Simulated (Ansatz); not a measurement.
This cell of Sn (beta-Sn type, space group I4_1/amd) is off equilibrium:

```xyz
2
Lattice="-2.9735 2.9735 1.6061 2.9735 -2.9735 1.6061 2.9735 2.9735 -1.6061" Properties=species:S:1:pos:R:3 pbc="T T T"
Sn     0.0000     2.9735     0.4310
Sn     0.0000     0.0000     0.0000
```

All values below come from PBE (plane waves to 420 eV, PAW, scalar-relativistic; Ansatz, a quantum-chemistry and plane-wave program). k mesh 13×13×13 (Γ-centred), Fermi-Dirac smearing 0.05 eV. E stands for the smeared free energy. Compression counts positive. With partly filled bands, energies and forces of such displacements shift with the k mesh and the smearing. Sn was relaxed with its symmetry unable to fall. The PAW data are Ansatz's earlier set.

**Question.** Predict the force on every atom, in eV/Å.

**Answer.** 
```csv
atom,Fx,Fy,Fz
Sn1,0.000,0.000,0.097
Sn2,0.000,0.000,-0.097
```

**Question.** Give the stress tensor in GPa and the pressure.

**Answer.** 
```
   -2.2      0.0      0.0
    0.0      2.6      0.0
    0.0      0.0     -0.1
```
The pressure, a third of the trace, is 0.1 GPa.

**Question.** In it atom 1 sits (0.000, 0.000, -0.372) Å away from its relaxed site. What is its energy relative to the relaxed cell?

**Answer.** 22.0 meV/cell.

(For displaced atoms, the force is minus the slope of the energy, and its curvature is a force constant, which sets phonon frequencies.)
